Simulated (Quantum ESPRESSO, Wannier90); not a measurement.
## Wannierisation of LiH (rock salt)

Materials Project entry mp-23703; symmetrised, unrelaxed at this level. COD (Crystallography Open Database) has an entry of this formula and space group (matched by these alone). Computed values, not measurements, from PBEsol: Quantum ESPRESSO (norm-conserving PseudoDojo potentials, cutoff 60 Ry, no spin polarisation, no spin-orbit coupling) on a Γ-centred 12×12×12 mesh, then Wannier90. Density: 14×14×14 mesh, cold smearing 0.01 Ry.

On the energy scale of pw.x, whose zero is arbitrary, the valence-band maximum lies at 0.67 eV.

Input w.win:

```
num_bands = 11
num_wann = 5
exclude_bands = 1
num_iter = 1000
conv_tol = 1.0e-6
conv_window = 4
dis_num_iter = 1000
dis_conv_tol = 1.0e-6
dis_froz_max = 2.93
write_hr = true
write_u_matrices = true
begin projections
f=0.01751,-0.00654,0.00477: s;p
f=0.47862,0.50900,0.50777: s
end projections
begin unit_cell_cart
ang
    0.0000000000    2.0086200000    2.0086200000
    2.0086200000    0.0000000000    2.0086200000
    2.0086200000    2.0086200000    0.0000000000
end unit_cell_cart
begin atoms_frac
Li   0.0000000000  0.0000000000  0.0000000000
H    0.5000000000  0.5000000000  0.5000000000
end atoms_frac
mp_grid = 12 12 12
begin kpoints
0.0000000000 0.0000000000 0.0000000000
0.0000000000 0.0000000000 0.0833333333
0.0000000000 0.0000000000 0.1666666667
... (1725 more lines: the 12x12x12 mesh through Gamma)
end kpoints
```

Input of pw2wannier90.x that gives the overlap and projection files (equivalent; here they were cut from one run over all bands):

```
&inputpp
  outdir = './out'
  prefix = 'pwscf'
  seedname = 'w'
  write_amn = .true.
  write_mmn = .true.
/
```

Output w.wout (banner and timings cut):

```
                                    ------
                                    SYSTEM
                                    ------

                              Lattice Vectors (Ang)
                    a_1     0.000000   2.008620   2.008620
                    a_2     2.008620   0.000000   2.008620
                    a_3     2.008620   2.008620   0.000000

                   Unit Cell Volume:      16.20777  (Ang^3)

                        Reciprocal-Space Vectors (Ang^-1)
                    b_1    -1.564055   1.564055   1.564055
                    b_2     1.564055  -1.564055   1.564055
                    b_3     1.564055   1.564055  -1.564055

 *----------------------------------------------------------------------------*
 |   Site       Fractional Coordinate          Cartesian Coordinate (Ang)     |
 +----------------------------------------------------------------------------+
 | li   1   0.00000   0.00000   0.00000   |    0.00000   0.00000   0.00000    |
 | h    1   0.50000   0.50000   0.50000   |    2.00862   2.00862   2.00862    |
 *----------------------------------------------------------------------------*
                                ------------
                                K-POINT GRID
                                ------------

             Grid size = 12 x 12 x 12      Total points = 1728

 *---------------------------------- MAIN ------------------------------------*
 |  Number of Wannier Functions               :                 5             |
 |  Number of Objective Wannier Functions     :                 5             |
 |  Number of input Bloch states              :                11             |
 |  Output verbosity (1=low, 5=high)          :                 1             |
 |  Timing Level (1=low, 5=high)              :                 1             |
 |  Optimisation (0=memory, 3=speed)          :                 3             |
 |  Length Unit                               :               Ang             |
 |  Post-processing setup (write *.nnkp)      :                 F             |
 |  Using Gamma-only branch of algorithms     :                 F             |
 *----------------------------------------------------------------------------*
 *------------------------------- WANNIERISE ---------------------------------*
 |  Total number of iterations                :              1000             |
 |  Number of CG steps before reset           :                 5             |
 |  Trial step length for line search         :             2.000             |
 |  Convergence tolerence                     :         0.100E-05             |
 |  Convergence window                        :                 4             |
 |  Iterations between writing output         :                 1             |
 |  Iterations between backing up to disk     :               100             |
 |  Write r^2_nm to file                      :                 F             |
 |  Write xyz WF centres to file              :                 F             |
 |  Write on-site energies <0n|H|0n> to file  :                 F             |
 |  Use guiding centre to control phases      :                 F             |
 |  Use phases for initial projections        :                 F             |
 *----------------------------------------------------------------------------*
 *------------------------------- DISENTANGLE --------------------------------*
 |  Using band disentanglement                :                 T             |
 |  Total number of iterations                :              1000             |
 |  Mixing ratio                              :             0.500             |
 |  Convergence tolerence                     :         1.000E-06             |
 |  Convergence window                        :                 3             |
 *----------------------------------------------------------------------------*
 *-------------------------------- PLOTTING ----------------------------------*
 |  Plotting Hamiltonian in WF basis          :                 T             |
 *----------------------------------------------------------------------------*

       ... (k-mesh section left out)

 Starting a new Wannier90 calculation ...

 Reading overlaps from w.mmn

 Reading projections from w.amn

 *------------------------------- DISENTANGLE --------------------------------*
 +----------------------------------------------------------------------------+
 |                              Energy  Windows                               |
 |                              ---------------                               |
 |                   Outer:   -4.84782  to   39.69653  (eV)                   |
 |                   Inner:   -4.84782  to    2.93000  (eV)                   |
 +----------------------------------------------------------------------------+
   Number of target bands to extract:    5

                   Unitarised projection of Wannier functions
                   ------------------------------------------
   A_mn = <psi_m|g_n> --> S = A.A^+ --> U = S^-1/2.A
   In dis_project... done
   Using an inner window (linner = T)
   In dis_proj_froz... done

                   Extraction of optimally-connected subspace
                   ------------------------------------------
 +---------------------------------------------------------------------+<-- DIS
 |  Iter     Omega_I(i-1)      Omega_I(i)      Delta (frac.)           |<-- DIS
 +---------------------------------------------------------------------+<-- DIS
       1       5.45133804       4.79937921       1.358E-01    <-- DIS
       2       5.08823446       4.61173433       1.033E-01    <-- DIS
       3       4.82858938       4.47803960       7.828E-02    <-- DIS
       4       4.63679179       4.37628629       5.953E-02    <-- DIS
       5       4.49333433       4.29632436       4.586E-02    <-- DIS
       6       4.38401057       4.23196364       3.593E-02    <-- DIS
       ... (lines left out)
     101       3.76245372       3.76247580      -5.868E-06    <-- DIS
       ... (lines left out)
     201       3.75926339       3.75926773      -1.156E-06    <-- DIS
       ... (lines left out)
     204       3.75923914       3.75924270      -9.474E-07    <-- DIS
     205       3.75923127       3.75923458      -8.816E-07    <-- DIS
     206       3.75922350       3.75922657      -8.177E-07    <-- DIS

             <<<      Delta < 1.000E-06  over  3 iterations     >>>
             <<< Disentanglement convergence criteria satisfied >>>

        Final Omega_I     3.75922657 (Ang^2)

 +----------------------------------------------------------------------------+

 Writing checkpoint file w.chk... done

 *------------------------------- WANNIERISE ---------------------------------*
 +--------------------------------------------------------------------+<-- CONV
 | Iter  Delta Spread     RMS Gradient      Spread (Ang^2)            |<-- CONV
 +--------------------------------------------------------------------+<-- CONV

 ------------------------------------------------------------------------------
 Initial State
  WF centre and spread    1  ( -0.005235,  0.025185,  0.013557 )     1.66312872
  WF centre and spread    2  ( -0.002841,  0.012908, -0.010368 )     1.31289845
  WF centre and spread    3  (  0.006168,  0.012884,  0.007009 )     1.31389884
  WF centre and spread    4  ( -0.002855, -0.017540,  0.007062 )     1.31191506
  WF centre and spread    5  (  2.013816,  2.006398,  2.005709 )     0.53886322
  Sum of centres and spreads (  2.009052,  2.039835,  2.022969 )     6.14070430

      0     0.614E+01     0.0000000000        6.1407043086  <-- CONV
        O_D=      0.0005117 O_OD=      2.3809661 O_TOT=      6.1407043 <-- SPRD
 ------------------------------------------------------------------------------
      1    -0.631E-01     0.0446757252        6.0775668952  <-- CONV
        O_D=      0.0009700 O_OD=      2.3173703 O_TOT=      6.0775669 <-- SPRD
      2    -0.328E-01     0.0979977744        6.0447350966  <-- CONV
        O_D=      0.0002562 O_OD=      2.2852523 O_TOT=      6.0447351 <-- SPRD
      3    -0.119E-01     0.0424130495        6.0328196183  <-- CONV
        O_D=      0.0002367 O_OD=      2.2733563 O_TOT=      6.0328196 <-- SPRD
      4    -0.232E-01     0.0433186111        6.0095939847  <-- CONV
        O_D=      0.0004483 O_OD=      2.2499191 O_TOT=      6.0095940 <-- SPRD
      5    -0.284E-01     0.0612590182        5.9811907418  <-- CONV
        O_D=      0.0004097 O_OD=      2.2215545 O_TOT=      5.9811907 <-- SPRD
       ... (lines left out)
    100    -0.102E-02     0.0103301626        4.8666101879  <-- CONV
        O_D=      0.0008941 O_OD=      1.1064895 O_TOT=      4.8666102 <-- SPRD
       ... (lines left out)
    200    -0.563E-05     0.0011034144        4.8474377391  <-- CONV
        O_D=      0.0007023 O_OD=      1.0875089 O_TOT=      4.8474377 <-- SPRD
       ... (lines left out)
    300    -0.192E-05     0.0005086054        4.8469096032  <-- CONV
        O_D=      0.0007032 O_OD=      1.0869798 O_TOT=      4.8469096 <-- SPRD
       ... (lines left out)
    400    -0.198E-05     0.0004124227        4.8465011510  <-- CONV
        O_D=      0.0007028 O_OD=      1.0865717 O_TOT=      4.8465012 <-- SPRD
       ... (lines left out)
    500    -0.297E-05     0.0009641838        4.8462057654  <-- CONV
        O_D=      0.0007023 O_OD=      1.0862769 O_TOT=      4.8462058 <-- SPRD
       ... (lines left out)
    528    -0.759E-06     0.0005184395        4.8461292756  <-- CONV
        O_D=      0.0007023 O_OD=      1.0862004 O_TOT=      4.8461293 <-- SPRD
    529    -0.575E-06     0.0002596446        4.8461287004  <-- CONV
        O_D=      0.0007026 O_OD=      1.0861996 O_TOT=      4.8461287 <-- SPRD
    530    -0.613E-06     0.0004651725        4.8461280871  <-- CONV
        O_D=      0.0007023 O_OD=      1.0861992 O_TOT=      4.8461281 <-- SPRD
             <<<     Delta < 1.000E-06  over  4 iterations     >>>
             <<< Wannierisation convergence criteria satisfied >>>
 Final State
  WF centre and spread    1  ( -0.278991,  0.326975,  0.318896 )     1.06728588
  WF centre and spread    2  ( -0.120728,  0.112271, -0.501983 )     1.07421691
  WF centre and spread    3  (  0.516580,  0.090924,  0.083544 )     1.07131018
  WF centre and spread    4  ( -0.119315, -0.498037,  0.115483 )     1.07714318
  WF centre and spread    5  (  2.010145,  2.008584,  2.008061 )     0.55617193
  Sum of centres and spreads (  2.007690,  2.040718,  2.024001 )     4.84612808

         Spreads (Ang^2)       Omega I      =     3.759226571
        ================       Omega D      =     0.000702339
                               Omega OD     =     1.086199176
    Final Spread (Ang^2)       Omega Total  =     4.846128087
```
